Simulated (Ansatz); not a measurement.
Density of states of a Al$_{8}$V$_{5}$Cu$_{7}$ cell (elements on a fcc lattice, relaxed), per eV and atom, broadened by Gaussian smearing of width 0.1 eV and averaged over bins of 0.4 eV, from 8 eV under the Fermi level at most up to where the solved bands end.

Computed with Ansatz, DFT PBE, scalar-relativistic, plane waves, PAW.

Settings: cutoff 420 eV, Γ-centred mesh 6×6×6 on the computed 20-atom cell, Gaussian smearing of 0.10 eV; no spin polarisation.

```xyz
20
Lattice="-4.4005 4.3816 2.3293 4.3405 4.1798 -2.1090 -1.3978 -4.4303 -6.6959" Properties=species:S:1:pos:R:3 pbc="T T T"
Al    0.1237   -2.2546   -6.5831
Al    0.1433    1.9011   -6.4159
Al   -0.0188    4.0296   -4.4504
Al   -1.4991   -0.0676   -2.3647
Al   -1.5406    4.3891   -2.2808
Al   -0.1514    4.1798    0.0988
Al   -2.9946    4.2987    0.0574
Al   -1.4680    6.6024    0.2280
V    -1.2549   -2.1509   -4.3498
V     0.0918   -0.2113   -4.5038
V    -0.1177    2.2504   -2.0188
V     1.2792    4.2456   -2.1530
V    -2.9461    2.1779   -2.0002
Cu    1.6373   -0.2389   -6.8060
Cu    1.4526    2.0335   -4.1159
Cu   -2.9368   -0.0616   -4.5456
Cu   -1.4477    1.9186   -4.2826
Cu    0.0329    0.1069   -0.1419
Cu   -0.0495    6.4398   -1.8518
Cu   -1.5080    2.1046    0.2541
```

```csv
E − E_F (eV),total,Cu 3d,V 3d,Al 3p,Al 3s
-7.85,0.162,0.005,0.003,0.055,0.056
-7.45,0.176,0.008,0.005,0.061,0.062
-7.05,0.191,0.013,0.007,0.068,0.065
-6.65,0.211,0.022,0.010,0.076,0.067
-6.25,0.235,0.034,0.012,0.088,0.062
-5.85,0.264,0.055,0.016,0.091,0.061
-5.45,0.325,0.096,0.021,0.104,0.058
-5.05,0.416,0.163,0.028,0.121,0.047
-4.65,0.636,0.360,0.037,0.139,0.034
-4.25,1.444,1.122,0.064,0.161,0.024
-3.85,2.388,2.070,0.092,0.143,0.022
-3.45,2.183,1.913,0.082,0.117,0.022
-3.05,1.564,1.320,0.072,0.105,0.024
-2.65,0.852,0.557,0.082,0.137,0.030
-2.25,0.633,0.256,0.128,0.168,0.030
-1.85,0.648,0.157,0.223,0.178,0.031
-1.45,0.618,0.108,0.275,0.152,0.026
-1.05,0.752,0.097,0.421,0.143,0.026
-0.65,0.832,0.074,0.535,0.130,0.022
-0.25,0.643,0.050,0.407,0.109,0.019
0.15,0.526,0.035,0.333,0.084,0.018
0.55,0.603,0.032,0.400,0.083,0.023
```

The columns after the total are the largest Löwdin projections on the valence shells of the potentials, so they needn't add up, and the weight of a shell that a potential lacks goes to other orbitals. The cell has no gap on the mesh.

Cost: 2 runs of about 26 core-minutes in all (earlier runs that led there not counted), on Arm Neoverse V1 (shared hosts).